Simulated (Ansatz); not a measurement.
Cu$_{3}$Au:
```
CELL_PARAMETERS angstrom
      3.67136     0.00000     0.00000
      0.00000     3.67136     0.00000
      0.00000     0.00000     3.67136
ATOMIC_POSITIONS crystal
  Cu 0.00000 0.50000 0.50000
  Cu 0.50000 0.00000 0.50000
  Cu 0.50000 0.50000 0.00000
  Au 0.00000 0.00000 0.00000
```

Relaxed with plane-wave PAW LDA (Ansatz code). Indices refer to the conventional cell of Pm-3m, a = b = c = 3.6714 Å, α = β = γ = 90.00°.

Simulate the powder diffraction pattern (Cu Kα, λ = 1.54184 Å; lines above 1 %) up to 2θ = 90°.

Simulated powder pattern, Cu Kα, λ = 1.54184 Å (kinematic, ideal powder, no thermal factors, no anomalous dispersion; the 30 strongest lines at most, above 1 %, up to 2θ = 90°):

```json
[
 {"2θ (°)": "24.24", "d (Å)": "3.671", "I/Imax (%)": "32", "hkl": "(100)"},
 {"2θ (°)": "34.55", "d (Å)": "2.596", "I/Imax (%)": "27", "hkl": "(110)"},
 {"2θ (°)": "42.66", "d (Å)": "2.120", "I/Imax (%)": "100", "hkl": "(111)"},
 {"2θ (°)": "49.66", "d (Å)": "1.836", "I/Imax (%)": "48", "hkl": "(200)"},
 {"2θ (°)": "56.01", "d (Å)": "1.642", "I/Imax (%)": "15", "hkl": "(210)"},
 {"2θ (°)": "61.91", "d (Å)": "1.499", "I/Imax (%)": "11", "hkl": "(211)"},
 {"2θ (°)": "72.87", "d (Å)": "1.298", "I/Imax (%)": "29", "hkl": "(220)"},
 {"2θ (°)": "78.09", "d (Å)": "1.224", "I/Imax (%)": "7.6", "hkl": "(221)+(300)"},
 {"2θ (°)": "83.21", "d (Å)": "1.161", "I/Imax (%)": "5.3", "hkl": "(310)"},
 {"2θ (°)": "88.28", "d (Å)": "1.107", "I/Imax (%)": "36", "hkl": "(311)"}
]
```

The cell was relaxed with LDA under the symmetry of its start. The run is not spin-polarised. Spin–orbit coupling is left out wherever it is not named.

Potentials: the earlier of the program's two PAW sets. The files were generated under PBE; for other functionals the program regenerates the frozen cores, and for LDA and PBEsol the local potential too.
